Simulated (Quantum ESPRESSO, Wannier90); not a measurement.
## CsPbI$_{3}$ (cubic perovskite): Wannier90 run

```
begin unit_cell_cart
ang
    6.2751400000    0.0000000000    0.0000000000
    0.0000000000    6.2751400000    0.0000000000
    0.0000000000    0.0000000000    6.2751400000
end unit_cell_cart
begin atoms_frac
Cs   0.5000000000  0.5000000000  0.5000000000
Pb   0.0000000000  0.0000000000  0.0000000000
I    0.0000000000  0.0000000000  0.5000000000
I    0.5000000000  0.0000000000  0.0000000000
I    0.0000000000  0.5000000000  0.0000000000
end atoms_frac
```

Materials Project entry mp-1069538; symmetrised, unrelaxed at this level. Not found in the COD (Crystallography Open Database) copy used, which has the formula in other groups; not checked further. Method: PBEsol plane waves in Quantum ESPRESSO 7.5 (PseudoDojo norm-conserving files, 56 Ry, no spin polarisation, no spin-orbit coupling), Bloch states on a 6×6×6 mesh through Γ, Wannier90 4.0.1. Density: 6×6×6 mesh, cold smearing 0.01 Ry. Spin-orbit coupling is left out although heavy elements are present.

Bands 7-9,14-22 form an isolated set from -12.51 to 0.00 eV relative to the valence-band maximum (on the path) and are turned into 12 Wannier functions by minimising the spread from the start: SCDM (isolated). Bands 10–13 (Cs 5p 75 %, Pb 6s 18 %, I 5p 5 %) lie between the kept ones and are excluded.

Problem. Where do the functions sit, how wide are they and what are they made of?

Solution. 
```
functions  spread (Å²)  nearest atom, distance (Å)  second atom, distance (Å)           weight on atomic waves
---------  -----------  --------------------------  -------------------------  -------------------------------
9                 1.95                      I 0.58                    Pb 3.09             I 5p 65 %, I 5s 28 %
3                 4.65                      I 0.32                    Pb 2.82  I 5p 66 %, Pb 6p 19 %, I 5s 8 %
```

Ω_I = 27.66 Å², Ω_total = 31.48 Å²; the interpolated bands follow pw.x to 4.8 meV rms on the path. It is the lowest total spread that any start reached here.
